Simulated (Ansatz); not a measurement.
The relaxed structure here is a generated cell of HfO2: the first start was made by placing the elements on the sites of a structure type, and the end was not matched to a known phase here, so it may be hypothetical. Known forms of HfO2 include space group No. 14, 29, 137, 225.

One stationary structure of HfO$_{2}$. The numbers are results of r2SCAN (plane waves to 500 eV, PAW, scalar-relativistic; Ansatz, an electronic-structure program), not measurements.

```
CELL_PARAMETERS angstrom
      4.67855     0.00000     0.00000
     -2.33927     4.05174     0.00000
      0.00000     0.00000    11.16922
ATOMIC_POSITIONS crystal
  Hf 0.33333 0.66667 0.86878
  Hf 0.66667 0.33333 0.36878
  Hf 0.66667 0.33333 0.13122
  Hf 0.33333 0.66667 0.63122
  O  0.00000 0.00000 0.00000
  O  0.00000 0.00000 0.50000
  O  0.83645 0.16355 0.25000
  O  0.67291 0.83645 0.75000
  O  0.83645 0.67291 0.25000
  O  0.16355 0.83645 0.75000
  O  0.32709 0.16355 0.25000
  O  0.16355 0.32709 0.75000
```

Determine the symmetry and give the standard cell with its independent sites.

Space group P6₃/mmc (No. 194); a = b = 4.6785 Å, c = 11.1692 Å, α = β = 90.00°, γ = 120.00°

```json
[
 {"atom": "Hf", "site": "4f", "symmetry": "3m.", "x": "0.6667", "y": "0.3333", "z": "0.1312"},
 {"atom": "O", "site": "2a", "symmetry": "-3m.", "x": "0.0000", "y": "0.0000", "z": "0.0000"},
 {"atom": "O", "site": "6h", "symmetry": "mm2", "x": "0.3271", "y": "0.1635", "z": "0.2500"}
]
```

Give the shortest distances between elements (the closest pairs, up to four, under 3.6 Å).

Hf–O 1.91 Å; O–O 2.30 Å; Hf–Hf 2.65 Å.

The volume per atom comes out as 17.64 Å³ and the band gap is zero (the bands touch at this level, without spin-orbit coupling).

No spin polarisation in the result. No Hubbard U is applied. The gap comes from the SCF mesh and the high-symmetry points alone.

The run could not lose the symmetry of its start: the end is stationary, and may be a saddle point rather than a minimum.
